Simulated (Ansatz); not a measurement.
# Thermal properties of Zr$_{3}$TiN$_{4}$ from its phonons

The calculation used Ansatz, DFT PBE, scalar-relativistic, plane waves, PAW. Plane waves to 420 eV; Γ-centred k mesh 8×8×12; Fermi-Dirac smearing of 0.15 eV. No spin polarisation. Phonons by linear response, acoustic sum rule imposed.

The cell, relaxed at this level:
Space group Cmmm (No. 65). a = 6.388 Å, b = 9.038 Å, c = 3.201 Å, α = 90.00°, β = 90.00°, γ = 90.00°
```json
{"atom": "Zr", "site": "4e", "symmetry": "..2/m", "x": "0.2500", "y": "0.7500", "z": "0.0000"}
{"atom": "Zr", "site": "2c", "symmetry": "mmm", "x": "0.5000", "y": "0.0000", "z": "0.5000"}
{"atom": "Ti", "site": "2d", "symmetry": "mmm", "x": "0.0000", "y": "0.0000", "z": "0.5000"}
{"atom": "N", "site": "4g", "symmetry": "2mm", "x": "0.7598", "y": "0.0000", "z": "0.0000"}
{"atom": "N", "site": "4j", "symmetry": "m2m", "x": "0.5000", "y": "0.7450", "z": "0.5000"}
```

The structure comes from a generated guess, relaxed at this level; another structure or a mixture of phases may lie lower. In a metal, frequencies and elastic constants depend on the k mesh and the smearing, soft modes and shear constants most. The q mesh is coarse, so values between its points are rough.

Force constants from linear response on a 1×1×2 q mesh, interpolated to a fine mesh.

Phonon density of states, in bins of 10 cm⁻¹:
```json
{"bin centre (cm⁻¹)": "5", "share of modes (%)": "0.0"}
{"bin centre (cm⁻¹)": "15", "share of modes (%)": "0.0"}
{"bin centre (cm⁻¹)": "25", "share of modes (%)": "0.0"}
{"bin centre (cm⁻¹)": "35", "share of modes (%)": "0.0"}
{"bin centre (cm⁻¹)": "45", "share of modes (%)": "0.1"}
{"bin centre (cm⁻¹)": "55", "share of modes (%)": "0.1"}
{"bin centre (cm⁻¹)": "65", "share of modes (%)": "0.2"}
{"bin centre (cm⁻¹)": "75", "share of modes (%)": "0.3"}
{"bin centre (cm⁻¹)": "85", "share of modes (%)": "0.4"}
{"bin centre (cm⁻¹)": "95", "share of modes (%)": "0.5"}
{"bin centre (cm⁻¹)": "105", "share of modes (%)": "0.7"}
{"bin centre (cm⁻¹)": "115", "share of modes (%)": "1.0"}
{"bin centre (cm⁻¹)": "125", "share of modes (%)": "1.7"}
{"bin centre (cm⁻¹)": "135", "share of modes (%)": "2.5"}
{"bin centre (cm⁻¹)": "145", "share of modes (%)": "3.6"}
{"bin centre (cm⁻¹)": "155", "share of modes (%)": "3.5"}
{"bin centre (cm⁻¹)": "165", "share of modes (%)": "4.3"}
{"bin centre (cm⁻¹)": "175", "share of modes (%)": "4.5"}
{"bin centre (cm⁻¹)": "185", "share of modes (%)": "5.3"}
{"bin centre (cm⁻¹)": "195", "share of modes (%)": "4.4"}
{"bin centre (cm⁻¹)": "205", "share of modes (%)": "4.7"}
{"bin centre (cm⁻¹)": "215", "share of modes (%)": "5.0"}
{"bin centre (cm⁻¹)": "225", "share of modes (%)": "5.6"}
{"bin centre (cm⁻¹)": "235", "share of modes (%)": "1.6"}
{"bin centre (cm⁻¹)": "245", "share of modes (%)": "0.0"}
{"bin centre (cm⁻¹)": "255", "share of modes (%)": "0.0"}
{"bin centre (cm⁻¹)": "265", "share of modes (%)": "0.0"}
{"bin centre (cm⁻¹)": "275", "share of modes (%)": "0.0"}
{"bin centre (cm⁻¹)": "285", "share of modes (%)": "0.0"}
{"bin centre (cm⁻¹)": "295", "share of modes (%)": "0.0"}
{"bin centre (cm⁻¹)": "305", "share of modes (%)": "0.0"}
{"bin centre (cm⁻¹)": "315", "share of modes (%)": "0.0"}
{"bin centre (cm⁻¹)": "325", "share of modes (%)": "0.0"}
{"bin centre (cm⁻¹)": "335", "share of modes (%)": "0.0"}
{"bin centre (cm⁻¹)": "345", "share of modes (%)": "0.0"}
{"bin centre (cm⁻¹)": "355", "share of modes (%)": "0.0"}
{"bin centre (cm⁻¹)": "365", "share of modes (%)": "0.0"}
{"bin centre (cm⁻¹)": "375", "share of modes (%)": "0.0"}
{"bin centre (cm⁻¹)": "385", "share of modes (%)": "0.0"}
{"bin centre (cm⁻¹)": "395", "share of modes (%)": "0.3"}
{"bin centre (cm⁻¹)": "405", "share of modes (%)": "0.8"}
{"bin centre (cm⁻¹)": "415", "share of modes (%)": "3.4"}
{"bin centre (cm⁻¹)": "425", "share of modes (%)": "6.3"}
{"bin centre (cm⁻¹)": "435", "share of modes (%)": "5.2"}
{"bin centre (cm⁻¹)": "445", "share of modes (%)": "4.8"}
{"bin centre (cm⁻¹)": "455", "share of modes (%)": "2.4"}
{"bin centre (cm⁻¹)": "465", "share of modes (%)": "1.9"}
{"bin centre (cm⁻¹)": "475", "share of modes (%)": "1.6"}
{"bin centre (cm⁻¹)": "485", "share of modes (%)": "1.2"}
{"bin centre (cm⁻¹)": "495", "share of modes (%)": "1.5"}
{"bin centre (cm⁻¹)": "505", "share of modes (%)": "2.0"}
{"bin centre (cm⁻¹)": "515", "share of modes (%)": "6.5"}
{"bin centre (cm⁻¹)": "525", "share of modes (%)": "6.6"}
{"bin centre (cm⁻¹)": "535", "share of modes (%)": "2.9"}
{"bin centre (cm⁻¹)": "545", "share of modes (%)": "2.3"}
{"bin centre (cm⁻¹)": "555", "share of modes (%)": "0.2"}
```

Problem. Give the zero-point energy per atom.

Solution. 60.9 meV.

Problem. How large are the vibrational entropy and heat capacity at 300 K?

Solution. S = 2.38 k_B and C_V = 2.40 k_B per atom, 80 % of the Dulong–Petit value.

Problem. Tabulate them against temperature.

Solution.
```
T (K)  F_vib (meV/atom)  S (k_B/atom)  C_V (k_B/atom)
  100              59.6          0.50            0.97
  200              51.0          1.50            1.92
  300              34.2          2.38            2.40
  400              10.5          3.10            2.63
  500             -18.9          3.70            2.75
  600             -53.1          4.21            2.82
  700             -91.3          4.65            2.87
  800            -133.0          5.03            2.90
  900            -177.9          5.38            2.92
 1000            -225.6          5.68            2.93
```
